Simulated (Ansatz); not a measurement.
**KMg₃AlGe₃O₁₀F₂: 73Ge NMR of the central transition**

Cell: a Materials Project structure (computed, not necessarily an observed phase), taken as it stands.

```xyz
20
Lattice="5.4657 0.0000 0.0000 2.7320 4.7352 0.0000 0.8792 1.5739 10.5214" Properties=species:S:1:pos:R:3 pbc="T T T"
K     2.2471    3.9423   10.2757
Mg    5.8765    3.9556    5.3575
Mg    3.1639    2.3311    5.3550
Mg    0.4737    0.8147    5.3546
Al    4.9852    5.5172    8.1215
Ge    4.9821    2.3629    8.1701
Ge    4.0971    0.7874    2.4310
Ge    4.0920    3.9387    2.4291
O     3.3701    1.9957    8.7552
O     5.4730    3.9419    8.7556
O     5.6719    4.3661    1.7255
O     3.6689    2.3622    1.7151
O     4.9961    5.5139    6.3437
O     4.9795    2.3651    6.3617
O     4.1001    0.7968    4.1755
O     4.0850    3.9296    4.1739
O     3.3741    5.8832    8.7473
O     0.2088    0.3638    1.7193
F     2.2683    3.9574    6.2001
F     6.7969    2.3847    4.3067
```

Atom numbers follow the list; atoms alike are taken as one site, whose name carries the number of the first.

All values are calculated (Ansatz; DFT, PBE, plane waves and PAW, scalar-relativistic, 420 eV cutoff, Γ-centred 5×5×2 k-points, Fermi–Dirac smearing 0.02 eV), not measured.

73Ge has I = 9/2 and Q = -196.0 mb (Pyykkö 2018); at 18.8 T its Larmor frequency is ν₀ = 28.0 MHz. Only the quadrupole interaction is simulated: positions count from each site's isotropic chemical shift, and shift anisotropy, dipolar and J coupling are left out.

Task: What does the 73Ge spectrum (static powder) show for each site?

Result: 

```csv
site,first shell,C_Q (MHz),η,P_Q (MHz),δ_QIS (ppm),breadth (kHz)
Ge6,4 O at 1.75–1.81 Å,-20.1,0.02,20.1,-713,106
Ge7,4 O at 1.74–1.78 Å,18.9,0.03,18.9,-636,95.5
Ge8,4 O at 1.74–1.78 Å,18.7,0.04,18.8,-623,94.3
```

δ_QIS = −(ν_Q²/30ν₀²)[I(I+1) − 3/4](1 + η²/3) × 10⁶ ppm with ν_Q = 3|C_Q|/[2I(2I−1)]; it falls as 1/B₀² in ppm, and the breadth as 1/B₀ in kHz.
